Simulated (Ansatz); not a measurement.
TiGeB4: clamped-ion elastic tensor

All numbers below come from Ansatz 0.2.0, DFT LDA, scalar-relativistic, plane waves, PAW. Settings: 420 eV plane-wave cutoff, Γ-centred 15×15×6 mesh, Fermi-Dirac smearing of 0.15 eV. No spin polarisation.

The cell, relaxed at this level:
```
Ti Ge B
1.0
     3.00673    0.00000    0.00000
    -1.50337    2.60391    0.00000
     0.00000    0.00000    7.05876
Ti Ge B
1 1 4
Direct
  0.00000 0.00000 0.00000
  0.00000 0.00000 0.50000
  0.33333 0.66667 0.77949
  0.33333 0.66667 0.22051
  0.66667 0.33333 0.77949
  0.66667 0.33333 0.22051
```

The cell was built by swapping an element in a database structure (itself possibly hypothetical) and relaxing; it need not be the stable form of this composition. In a metal, frequencies and elastic constants depend on the k mesh and the smearing, soft modes and shear constants most.

(1) Give the clamped-ion elastic constants (GPa, Voigt order xx yy zz yz xz xy, on the axes of the cell above).

(2) And the moduli of a polycrystal (Hill averages)?

## Answers

(1)
```
555.5  73.5  59.3   0.0   0.0   0.0
 73.5 555.5  59.3   0.0   0.0   0.0
 59.3  59.3 384.8   0.0   0.0   0.0
  0.0   0.0   0.0 189.7   0.0   0.0
  0.0   0.0   0.0   0.0 189.7   0.0
  0.0   0.0   0.0   0.0   0.0 241.0
```

(2) B = 206 GPa, G = 209 GPa, E = 468 GPa, ν = 0.12.